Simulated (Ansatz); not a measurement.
## YAu, a database entry at a rescaled volume

```
Au Y
1.0
     3.51184    0.00000    0.00000
     0.00000    3.51184    0.00000
     0.00000    0.00000    3.51184
Au Y
1 1
Direct
  0.00000 0.00000 0.00000
  0.50000 0.50000 0.50000
```

Single point in Ansatz 0.2.0 with r2SCAN, no spin polarisation. Cutoff 500 eV, PAW datasets, 10×10×10 Γ-centred k mesh, fermi-dirac filling (width 0.1 eV).

(1) Give the Bader charges.

(2) What do density and ELF say about some of the short contacts?

(3) Is the cell too large or too small?

(4) What happens at the Fermi level?

Origin: a database entry at a rescaled volume.

Results:

(1) Bader charges in e: Y +1.71, Au -1.71. In the mean Y gives up most and Au takes most.

(2) Au–Y at 3.04 Å: least valence density 0.20 e/Å³ and ELF 0.18 there. Au–Au at 3.51 Å: least valence density 0.16 e/Å³ and ELF 0.29 there. Y–Y at 3.51 Å: least valence density 0.08 e/Å³ and ELF 0.07 there. Both are smooth PAW fields, read partly inside the augmentation spheres.

(3) The pressure is 6.9 GPa (compression positive), so with the atoms held at these fractions the cell would first expand.

(4) It is a metal, with about 1 states/eV a cell as the mean within 0.25 eV of the Fermi level, mostly Y d (63 %).
